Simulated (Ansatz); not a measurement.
5 guesses for K4CuPb and where they end

Method: Ansatz, DFT PBE, scalar-relativistic, plane waves, PAW. Settings: cutoff 420 eV, Γ-centred meshes spaced at most about 0.3 Å⁻¹, and about 0.25 Å⁻¹ or finer for metals (2π included), Gaussian smearing. No spin polarisation in the final relaxations.

Each guess was relaxed in cell and atoms at zero pressure, within the symmetry of its start. Temperature and zero-point effects are left out. Coordination counts all near atoms (those within 1.25 times the shortest distance at each site; a plus sign parts nearer from farther groups; a slash parts the counts of unlike sites).

| guess | made from | start group | V start (Å³/atom) | end group | V end (Å³/atom) | coordination at the end | gap on mesh (eV) | E over the lowest end (meV/atom) |
| --- | --- | --- | --- | --- | --- | --- | --- | --- |
| 1 | YCo4Si type | P-6m2 | 32.3 | P-6m2 | 49.2 | K 8/12, Cu 6+12, Pb 6+6 | 0 | 260 |
| 2 | random cell | P6/mmm | 32.2 | P6/mmm | 41.4 | K 8, Cu 8, Pb 8 | 0 | 83 |
| 3 | ErCu4Ag type | F-43m | 28.6 | ? | ? | ? | ? | ? |
| 4 | random cell | P-43m | 36.7 | P-43m | 71.5 | K 2, Cu 4, Pb 4 | 0 | 163 |
| 5 | HfTaB4 type | P6/mmm | 26.6 | P6/mmm | 38.6 | K 11, Cu 2+12, Pb 14 | 0 | 0 |

Guess 3 as it starts:

```
K Cu Pb
1.0
     0.00000    4.40854    4.40854
     4.40854    0.00000    4.40854
     4.40854    4.40854    0.00000
K Cu Pb
4 1 1
Direct
  0.87276 0.37575 0.37575
  0.37575 0.37575 0.37575
  0.37575 0.87276 0.37575
  0.37575 0.37575 0.87276
  0.00000 0.00000 0.00000
  0.75000 0.75000 0.75000
```

Question: Fill in the missing row: what does this guess relax into, and where does it rank?

Answer: It ends in space group F-43m (No. 216), with a = 10.043 Å, 42.2 Å³/atom and no gap. It lies 278 meV/atom over the lowest end, above guess 1 and so the highest of the set. Counting all near atoms, this end has K 6+6, Cu 16, Pb 16 and the lowest (guess 5) has K 11, Cu 2+12, Pb 14.

```yaml
crystal:
  lattice:
    - [0.00000, 5.02143, 5.02143]
    - [5.02143, 0.00000, 5.02143]
    - [5.02143, 5.02143, 0.00000]
  atoms:
    - { symbol: K, position: [0.37480, 0.37480, 0.37480] }
    - { symbol: K, position: [0.87561, 0.37480, 0.37480] }
    - { symbol: K, position: [0.37480, 0.37480, 0.87561] }
    - { symbol: K, position: [0.37480, 0.87561, 0.37480] }
    - { symbol: Cu, position: [0.00000, 0.00000, 0.00000] }
    - { symbol: Pb, position: [0.75000, 0.75000, 0.75000] }
```

Energies over the elements count from the elements' standard structures at the same level, with no fitted energy shifts.

Question: Is the lowest end bound against the elements?

Answer: No: its formation energy is +0.22 eV/atom. It can't be a ground state, since the elements alone are lower.

Spin–orbit coupling, which can matter for Pb, is left out. A magnetic state wasn't ruled out in cells without spin, among them P-43m. Cells relaxed within their symmetry can be saddle points. A lower structure may well exist outside this small set. Some candidate types were left out of the draw beforehand, so a known form may be missing.
